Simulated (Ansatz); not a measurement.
# Calculated with Ansatz: Cr, relaxation

The input file (Ansatz 0.2.0, plane waves):

```yaml
crystal:
  lattice:
    - [1.312096, 2.272615, 0.0]
    - [-1.312096, 2.272615, 0.0]
    - [0.0, 0.0, 4.107398]
  atoms:
    - { symbol: Cr, position: [0.33333, 0.33334, 0.25] }
    - { symbol: Cr, position: [0.66666, 0.66667, 0.75] }
  symmetry: { detect: false }
kpoints:
  mp_grid: { grid: [8, 8, 5], shift: [0, 0, 0] }
magnetization:
  spin_polarized: false
scf:
  occupations: { method: cold, width: 0.0409 }
hamiltonian:
  pseudopotentials: { kind: paw }
  xc: pbesol
basis:
  ecutwfc: 420
output:
  forces: true
  stress: true
  eigenvalues: true
relax:
  max_steps: 40
  cell: {}
```

Run with:

```bash
ansatz run input.yaml --threads 1 --pin off --max-ram 2560MiB --backend cpu --events-out ev --progress --plain --runs-dir out
```

Origin of the cell: a known structure type with other elements, at an estimated volume, so it need not be a known compound.

The program first moved the atoms by about 0.01 Å at random, to leave a saddle point that the symmetry would hold.

Output (shortened):

```
the start keeps a symmetry that the run doesn't impose, so 2 atoms are moved at random by 1.00e-2 Å, to let the relaxation leave a saddle point. relax.escape_saddle: false keeps them in place
Pseudopotentials: kind: paw
Pseudopotential: Cr, paw, valence charge 14, recommended cutoff 420 eV (normal), Cr.paw.azcp
Functional definition: PBEsol
  exchange = pbesol_x
  correlation = pbesol_c
Crystal: 2 atoms, lattice volume = 24.496 Å³
Basis set: ecut = 420 eV, 487 PW (Γ), exchange–correlation on 36×36×60 points (8 copies of the dense FFT grid, shifted against one another)
Bands: 18, of which v1, the nominal top of the filled ones, is band 14 counted from 1 (13 counted from 0)
Symmetry: 1 space group operations
k-points: 162 of 320 (time reversal used)
Initial density: superposition of atomic densities (neutral atoms: chi_scale 0, normalization atom), corrected by the library's trained network
Functional: x = pbesol(κ = 0.804, μ = 0.123457), c = pbesol(β = 0.046)
SCF iter   1: F=—  HF=-6697.331889 eV  Δρ=8.10e-3  dr2=1.45e-2
SCF iter   2: F=—  HF=-6697.330210 eV  S|Δr|=    0.00e0  Δρ=4.63e-3  dr2=4.72e-3  defer=9
SCF iter   3: F=—  HF=-6697.329066 eV  S|Δr|=    0.00e0  Δρ=4.50e-4  dr2=4.47e-5  defer=9
SCF iter   4: F=—  HF=-6697.329080 eV  S|Δr|=    0.00e0  Δρ=3.46e-4  dr2=2.13e-5  defer=9
SCF iter   5: F=—  HF=-6697.329079 eV  S|Δr|=    0.00e0  Δρ=1.19e-4  dr2=3.99e-6  defer=9
SCF iter   6: F=—  HF=-6697.329079 eV  S|Δr|=    0.00e0  Δρ=2.39e-5  dr2=2.22e-7  defer=9
SCF iter   7: F=-6697.329079 eV  HF=-6697.329079 eV  S|Δr|=    0.00e0  Δρ=4.31e-6  dr2=3.52e-9
relax step   1: F+E_penalty+E_count = -6697.329079 eV  Δ(F+E_penalty+E_count) = +0.000e0 eV  max|allowed force component| = 8.296e-2 eV/Å  Δτ_max = 0.0000 Å  P = -14.969 GPa  Ω = 24.496 Å³  ( […]
relax step   2: F+E_penalty+E_count = -6697.438840 eV  Δ(F+E_penalty+E_count) = -1.098e-1 eV  max|allowed force component| = 1.487e-1 eV/Å  Δτ_max = 0.0074 Å  P = -1.030 GPa  Ω = 22.964 Å³  e […]
relax step   3: F+E_penalty+E_count = -6697.498441 eV  Δ(F+E_penalty+E_count) = -5.960e-2 eV  max|allowed force component| = 3.450e-1 eV/Å  Δτ_max = 0.0213 Å  P = +4.264 GPa  Ω = 22.504 Å³  e […]
relax step   4: F+E_penalty+E_count = -6697.644899 eV  Δ(F+E_penalty+E_count) = -1.465e-1 eV  max|allowed force component| = 5.488e-1 eV/Å  Δτ_max = 0.0492 Å  P = +8.445 GPa  Ω = 22.172 Å³  e […]
relax step   5: F+E_penalty+E_count = -6697.868855 eV  Δ(F+E_penalty+E_count) = -2.240e-1 eV  max|allowed force component| = 6.183e-1 eV/Å  Δτ_max = 0.1037 Å  P = +3.521 GPa  Ω = 22.511 Å³  e […]
[… 7 lines left out …]
relax step  13: F+E_penalty+E_count = -6698.391153 eV  Δ(F+E_penalty+E_count) = -6.542e-7 eV  max|allowed force component| = 5.496e-6 eV/Å  Δτ_max = 0.0000 Å  P = -0.000 GPa  Ω = 22.298 Å³  e […]
relax step  14: F+E_penalty+E_count = -6698.392002 eV  Δ(F+E_penalty+E_count) = -8.498e-4 eV  max|allowed force component| = 4.613e-6 eV/Å  Δτ_max = 0.0000 Å  P = +0.187 GPa  Ω = 22.298 Å³  stress off target by 5.25e-1 GPa […]
relax step  15: F+E_penalty+E_count = -6698.392027 eV  Δ(F+E_penalty+E_count) = -2.434e-5 eV  max|allowed force component| = 2.975e-5 eV/Å  Δτ_max = 0.0000 Å  P = -0.053 GPa  Ω = 22.316 Å³  e […]
relax step  16: F+E_penalty+E_count = -6698.392030 eV  Δ(F+E_penalty+E_count) = -3.217e-6 eV  max|allowed force component| = 1.770e-6 eV/Å  Δτ_max = 0.0000 Å  P = +0.001 GPa  Ω = 22.312 Å³  e […]
relax step  17: F+E_penalty+E_count = -6698.392041 eV  Δ(F+E_penalty+E_count) = -1.075e-5 eV  max|allowed force component| = 1.922e-6 eV/Å  Δτ_max = 0.0000 Å  P = +0.002 GPa  Ω = 22.312 Å³  stress off target by 4.29e-3 GPa […]
SCF 17 converged in 4 iterations: F = -6698.392041 eV  dr2 = 3.89e-13
basis re-selected at this cell: Δ(F+E_penalty+E_count) = -1.075e-5 eV, ΔP = +0.000 GPa vs the last step (what re-selecting the basis moved, of the pressure what is left beyond the Pulay corre […]
SCF converged after 4 iterations
Stability not checked: this state was not tested for a lower state beside it, because cold or Methfessel-Paxton smearing, or corrected tetrahedra, fill the levels in a way that the test cannot read (fill_not_monotonic; […]
Free energy (F): -6698.392041 eV
Harris-Foulkes:  -6698.392041 eV  (|F-HF|=9.09e-13)
Internal energy: -6698.391620 eV  (E = F + TS)
E sigma→0 (E₀):  -6698.391900 eV
Entropy (-TS):   -0.000421 eV (-0.210 meV/atom)
Fermi energy:    20.056248 eV
--- Per-component energies (eV) ---
  E_band       = -269.655702
  E_kinetic    = 688.715392
  E_local      = -2288.498467  (includes V_loc(G=0)·N_el)
  E_nonlocal   = 160.004129
  E_hartree    = 1002.707545
  E_xc         = -279.307052
  E_vxc        = -357.944444  (∫ρ·V_xc dr)
  E_paw        = -2333.975814  (= ΣΔE_a)
  E_vpaw       = -477.348159  (= ΣTr[D̂ρ^β])
  E_aug_tail   = 0.000774  (compensation charges beyond the density's cutoff)
  E_ewald      = -3648.358127
  E_core_change = 0.319999  (= ΣΔE_core)
  E_smearing   = -0.000421  (= −TS)
  Σ components = -6698.392041   (vs F -6698.392041, Δ=0.00e0)
--- Forces (eV/Å), atoms counted from 1 ---
  atom   1  Cr     0.000002     0.000000     0.000001
  atom   2  Cr    -0.000002    -0.000000    -0.000001
  max |Σ_I F_I| component: 3.87e-9 eV/Å
--- Stress (GPa, compression-positive) ---
        0.004286      -0.000047       0.000000
       -0.000047      -0.000536       0.000005
        0.000000       0.000005       0.000836
  P = ⅓ Tr σ = 0.0015 GPa (0.015 kbar)
--- Relaxed structure (15 steps of the walk, 15 accepted, 2 SCFs on fresh bases) ---
  F+E_penalty+E_count = -6698.392041 eV   max|allowed force component| = 1.922e-6 eV/Å   (the final SCF, on the basis selected at the relaxed cell)
  cell:  # Å, volume = 22.3120 Å³
    - [1.405937, 2.005037, -2.895e-8]
    - [-1.405936, 2.005036, -2.384e-8]
    - [-7.988e-9, -4.771e-8, 3.957488]
  atoms:
    - { symbol: Cr, position: [0.250423, 0.249379, 0.250271] }
    - { symbol: Cr, position: [0.750424, 0.749378, 0.750271] }
```

Caveats: no spin polarisation, so a magnetic state may lie lower; the k mesh is coarse if the cell is a metal; the program displaced the start to leave a saddle point.

The run took 110 s on 1 thread of Arm Neoverse V2, on a shared host, peak memory 0.36 GiB, from the program's own first density.
